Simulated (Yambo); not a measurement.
Yambo run on Na2CO3 (space group P6_3/mmc, No. 194). The wavefunctions come from this Quantum ESPRESSO step (LDA, PseudoDojo standard norm-conserving files, scalar-relativistic):

```
&CONTROL
  calculation = 'nscf'
  pseudo_dir = './pseudo'
  outdir = './out'
/
&SYSTEM
  ibrav = 0
  nat = 12
  ntyp = 3
  ecutwfc = 88.0
  ecutrho = 352.0
  occupations = 'fixed'
  force_symmorphic = .true.
  nbnd = 221
/
&ELECTRONS
  conv_thr = 1.2000000000000002e-08
  diago_full_acc = .true.
  diago_thr_init = 1e-08
/
ATOMIC_SPECIES
C 12.0110 C.upf
O 15.9990 O.upf
Na 22.9898 Na.upf
CELL_PARAMETERS angstrom
  5.210570005000   0.000000000000   0.000000000000
 -2.605285003000   4.512485993000   0.000000000000
  0.000000000000   0.000000000000   6.072660000000
ATOMIC_POSITIONS crystal
C   0.666666667000   0.333333333000   0.250000000000
C   0.333333333000   0.666666667000   0.750000000000
O   0.809635500000   0.619271000000   0.250000000000
O   0.190364500000   0.380729000000   0.750000000000
O   0.190364500000   0.809635500000   0.750000000000
O   0.809635500000   0.190364500000   0.250000000000
O   0.380729000000   0.190364500000   0.250000000000
O   0.619271000000   0.809635500000   0.750000000000
Na   0.333333333000   0.666666667000   0.250000000000
Na   0.666666667000   0.333333333000   0.750000000000
Na   0.000000000000   0.000000000000   0.500000000000
Na   0.000000000000   0.000000000000   0.000000000000
K_POINTS automatic
3 3 2 0 0 0
```

Yambo input:

```
rim_cut
gw0
dyson
el_el_corr
HF_and_locXC
ppa
em1d
RandQpts= 1000000
RandGvec= 1 Ry
EXXRLvcs= 88 Ry
VXCRLvcs= 352 Ry
Chimod= "HARTREE"
% BndsRnXp
 5 | 220 |
%
NGsBlkXp= 7 Ry
% LongDrXp
 1.0 | 1.0 | 1.0 |
%
PPAPntXp= 27.2114 eV
% GbndRnge
 1 | 220 |
%
GTermKind= "BG"
DysSolver= "n"
ExtendOut
% QPkrange
 1 | 1 | 40 | 41 |
 2 | 2 | 40 | 41 |
 5 | 5 | 40 | 41 |
 6 | 6 | 40 | 41 |
%
```

k points by index: 1 = Γ, 2 = A, 5 = K, 6 = H.

Table of the .qp output:

```
#    K-point    Band    Eo [eV]    E [eV]    E-Eo [eV]    Vxc [eV]    Vnlxc [eV]    Sc|Eo [eV]    Sc|E [eV]    dSc/dw|Eo [eV]    Re(Z)    Im(Z)
#
    1    40    0.000000    -1.695529    -1.695529    -20.35452    -26.51297    4.073224    4.462924    -6.253843    0.813123    -0.001089
    1    41    3.142652    4.587219    1.444567    -9.391409    -4.810517    -2.945276    -3.136325    -3.598623    0.883199    -0.730737E-3
    2    40    -0.067016    -1.779308    -1.712292    -20.24213    -26.42184    4.073962    4.467420    -6.252326    0.813160    -0.001098
    2    41    4.412109    6.262624    1.850515    -11.79764    -6.399170    -3.253529    -3.547950    -4.329201    0.862741    -0.831557E-3
    5    40    -0.709028    -2.529734    -1.820707    -19.14167    -25.37763    4.000611    4.415254    -6.196621    0.814515    -0.001147
    5    41    5.400879    7.802609    2.401730    -16.78522    -10.83585    -3.048170    -3.547635    -5.658680    0.827846    -0.001067
    6    40    -0.654523    -2.452217    -1.797694    -19.32003    -25.52490    3.996420    4.407176    -6.217112    0.814016    -0.001145
    6    41    5.353695    7.738555    2.384860    -16.69598    -10.83030    -2.988988    -3.480817    -5.611550    0.829034    -0.001154
```
(The two width columns are left out.) Convergence of these settings isn't established.

Geometry of the Materials Project entry, not relaxed at this level.

The structure is a Materials Project entry; no match was found in the copy of COD used, and its stability was not checked.
